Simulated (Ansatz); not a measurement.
A plane-wave DFT run in Ansatz 0.2.0 (scalar-relativistic PAW potentials unless the input names others): input and command.

```yaml
crystal:
  lattice:
    - [2.8410132457, 0.0, 0.0]
    - [-0.9470044152, 2.6785329753, 0.0]
    - [0.0, 0.0, 25.9590328043]
  atoms:
    - { symbol: Ta, position: [0.5, 0.5, 0.3274390099] }
    - { symbol: Ta, position: [0.0, 0.0, 0.416798179] }
    - { symbol: Ta, position: [0.4996295394, 0.5003704606, 0.5052521723] }
    - { symbol: Ta, position: [0.0107554863, -0.0107554863, 0.5934009852] }
    - { symbol: F, position: [0.3620815055, 0.6379184945, 0.6478032934] }
basis:
  ecutwfc: 420
kpoints:
  mp_grid: { grid: [11, 11, 1] }
hamiltonian:
  xc: pbesol
  dispersion: d3bjatm
scf:
  occupations: { method: gaussian, width: 0.1 }
  n_extra_bands: 1
output:
  forces: true
  eigenvalues: true
efield:
  axis: 3
  dipole_correction: true
  ramp_width: 0.04
```

```bash
ansatz run input.yaml --threads 1 --pin off --max-ram 2560MiB --backend cpu --events-out ev --progress --plain --runs-dir out
```

Abridged log:
```
Basis set: ecut = 420 eV, 3881 PW (Γ), exchange–correlation on 40×40×360 points (8 copies of the dense FFT grid, shifted against one another)
Bands: 31, of which v1, the nominal top of the filled ones, is band 30 counted from 1 (29 counted from 0)
Symmetry: 2 space group operations
k-points: 36 of 121 (time reversal used)
SCF iter   1: F=—  HF=-40027.972838 eV  |F-HF|=—  |Δ(HF+E_count)|=         —  Δρ=1.03e-2  dr2=5.03e0  ethr=1.77e-3  p=0.017 e·Å  D=1.58e-2 V/Å  ΔV_dip=-0.41 eV  dr2_dipole=1.54e0  V_vac-E_F(+/−)=4.92/5.33 eV  ⟨swp⟩=8.3  Hψ=5807  notcnv=0
efield: sawtooth ramp at fractional position 0.9676 (placed from the atoms, in the widest stretch of the axis that holds none; the zero of the levels goes with the place), width 0.0400; the density the first Hamiltonian is built on has a dipole p = 0.017 e·Å; the dipole correction subtracts the counter field D = 1.58e-2 V/Å, which shifts the + side's vacuum level by -0.41 eV against the − side's; the planar-averaged density in the ramp window peaks in size at 2.7e-5 e/Å³
SCF iter   2: F=—  HF=-40027.878000 eV  |F-HF|=—  |Δ(HF+E_count)|=   9.48e-2  Δρ=8.05e-3  dr2=1.23e-1  ethr=1.77e-3  p=0.029 e·Å  D=2.65e-2 V/Å  ΔV_dip=-0.69 eV  dr2_dipole=3.65e-5  V_vac-E_F(+/−)=4.29/4.98 eV  ⟨swp⟩=2.3  Hψ=1824  notcnv=0
SCF iter   3: F=—  HF=-40027.862528 eV  |F-HF|=—  |Δ(HF+E_count)|=   1.55e-2  Δρ=4.68e-3  dr2=3.10e-2  ethr=2.08e-4  p=0.020 e·Å  D=1.79e-2 V/Å  ΔV_dip=-0.47 eV  dr2_dipole=1.78e-3  V_vac-E_F(+/−)=4.48/4.94 eV  ⟨swp⟩=2.1  Hψ=1807  notcnv=0
SCF iter   4: F=—  HF=-40027.855876 eV  |F-HF|=—  |Δ(HF+E_count)|=   6.65e-3  Δρ=3.71e-4  dr2=1.13e-3  ethr=5.25e-5  p=0.016 e·Å  D=1.45e-2 V/Å  ΔV_dip=-0.38 eV  dr2_dipole=3.04e-4  V_vac-E_F(+/−)=4.56/4.93 eV  ⟨swp⟩=2.0  Hψ=1406  notcnv=0
SCF iter   5: F=—  HF=-40027.855889 eV  |F-HF|=—  |Δ(HF+E_count)|=   1.28e-5  Δρ=9.99e-5  dr2=2.83e-5  ethr=1.91e-6  p=0.016 e·Å  D=1.45e-2 V/Å  ΔV_dip=-0.38 eV  dr2_dipole=7.17e-7  V_vac-E_F(+/−)=4.54/4.92 eV  ⟨swp⟩=2.4  Hψ=1633  notcnv=0
SCF iter   6: F=—  HF=-40027.855977 eV  |F-HF|=—  |Δ(HF+E_count)|=   8.82e-5  Δρ=2.86e-5  dr2=2.38e-6  ethr=4.80e-8  p=0.015 e·Å  D=1.41e-2 V/Å  ΔV_dip=-0.37 eV  dr2_dipole=4.91e-8  V_vac-E_F(+/−)=4.55/4.91 eV  ⟨swp⟩=2.8  Hψ=2002  notcnv=0
SCF iter   7: F=—  HF=-40027.855978 eV  |F-HF|=—  |Δ(HF+E_count)|=   1.15e-6  Δρ=1.03e-5  dr2=5.99e-7  ethr=4.03e-9  p=0.015 e·Å  D=1.40e-2 V/Å  ΔV_dip=-0.36 eV  dr2_dipole=8.82e-9  V_vac-E_F(+/−)=4.55/4.91 eV  ⟨swp⟩=2.3  Hψ=2062  notcnv=0
SCF iter   8: F=-40027.855979 eV  HF=-40027.855979 eV  |F-HF|=2.19e-8  |Δ(HF+E_count)|=   2.77e-7  Δρ=2.61e-6  dr2=3.39e-8  ethr=1.69e-10  p=0.015 e·Å  D=1.40e-2 V/Å  ΔV_dip=-0.36 eV  dr2_dipole=1.97e-9  V_vac-E_F(+/−)=4.55/4.91 eV  ⟨swp⟩=5.3  Hψ=6246  notcnv=0
SCF 1 converged in 8 iterations: F = -40027.855979 eV  dr2 = 3.39e-8
SCF converged after 8 iterations
Free energy (F): -40027.855979 eV
Harris-Foulkes:  -40027.855979 eV  (|F-HF|=2.19e-8)
Internal energy: -40027.834532 eV  (E = F + TS)
E sigma→0 (E₀):  -40027.845255 eV
Entropy (-TS):   -0.021447 eV (-4.289 meV/atom)
Fermi energy:    4.364020 eV
Dipole field:    D = 0.014046 V/Å  (p = 0.015334 e·Å, saw-weighted, corrected)
Work function:   Φ+ = 4.5455 eV   Φ− = 4.9102 eV
Levels:          The Fermi level and band energies are counted from a zero that moves with the ramp; work functions are not
  E_disp       = -2.013175  (pairwise vdW)
--- Forces (eV/Å), atoms counted from 1 ---
  atom   1  Ta     0.01505341    -0.01064437     0.51720983
  atom   2  Ta    -0.00585752     0.00414190    -0.32548755
  atom   3  Ta    -0.00348091     0.00246138    -0.05033487
  atom   4  Ta    -0.00084018     0.00059409    -0.11582996
  atom   5  F     -0.00488002     0.00345069    -0.02564796
```

Apart from outputs and the relaxation, which only the reference makes, the input differs from a reference run on usual settings in scf.n_extra_bands: not typed → 1; hamiltonian.dispersion: not typed → "d3bjatm". The reference, at the same geometry, ended its own course with largest force 0.390 eV/Å (on an atom or along a direction that it held fixed), no gap on the mesh. This run converged in 8 SCF iterations with an energy at zero smearing 403 meV/atom below the reference's (the Hamiltonian itself differs), largest force 0.518 eV/Å, no gap on the mesh.

The run took 11 s on 1 thread of Intel(R) Xeon(R) 6975P-C (Granite Rapids), on a shared host, peak memory 0.51 GiB.